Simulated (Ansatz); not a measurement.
**Is this Ga2SnSe4 structure a true minimum?**

The structure comes from a proposed guess, relaxed at this level; another structure or a mixture of phases may lie lower.

These are results of Ansatz, DFT PBE, scalar-relativistic, plane waves, PAW, not measurements. Settings: cutoff 420 eV, Γ-centred mesh 6×6×6 on the computed 7-atom cell, Gaussian smearing of 0.02 eV; no spin polarisation.

The cell below (7 atoms, space group I422 (No. 97)) is relaxed within its symmetry.

```
Ga Sn Se
1.0
    -3.83083    3.83083    3.14666
     3.83083   -3.83083    3.14666
     3.83083    3.83083   -3.14666
Ga Sn Se
2 1 4
Direct
  0.00000 0.50000 0.50000
  0.50000 0.00000 0.50000
  0.00000 0.00000 0.00000
  0.07645 0.92355 0.50000
  0.42355 0.57645 0.50000
  0.92355 0.42355 0.84710
  0.57645 0.07645 0.15290
```

For the test it was strained at random (σ = 1.5 % a component), the atoms were moved at random (σ = 0.10 Å), and all was relaxed again on a coarse 4×4×4 mesh (in the run’s order of axes) with 0.10 eV smearing, with no symmetry imposed.

Question: What happens?

Answer: It doesn't return. The energy falls by 13 meV/atom on that mesh, the volume changes by 3.4 %, and the end has space group I4 (No. 79) at a loose tolerance. Relaxed again on a 6×6×6 mesh with 0.02 eV smearing, the new structure lies 13 meV/atom below the first (mesh in the axes of the run's cell; the cell below is made exact in the group named). Space group I4 (No. 79), tetragonal, a = 7.754 Å, c = 6.375 Å. Ga is surrounded by 4 Se at 2.45–2.46 Å; Sn is surrounded by 4 Se at 2.99 Å and 4 Se at 3.65 Å; Se has 2 Ga at 2.45–2.46 Å and 1 Sn at 2.99 Å.

Space group I4 (No. 79). a = 7.754 Å, b = 7.754 Å, c = 6.375 Å, α = 90.00°, β = 90.00°, γ = 90.00°
```csv
atom,site,symmetry,x,y,z
Ga,4b,2..,0.0000,0.5000,0.0122
Sn,2a,4..,0.0000,0.0000,0.9259
Se,8c,1,0.3364,0.1771,0.2629
```
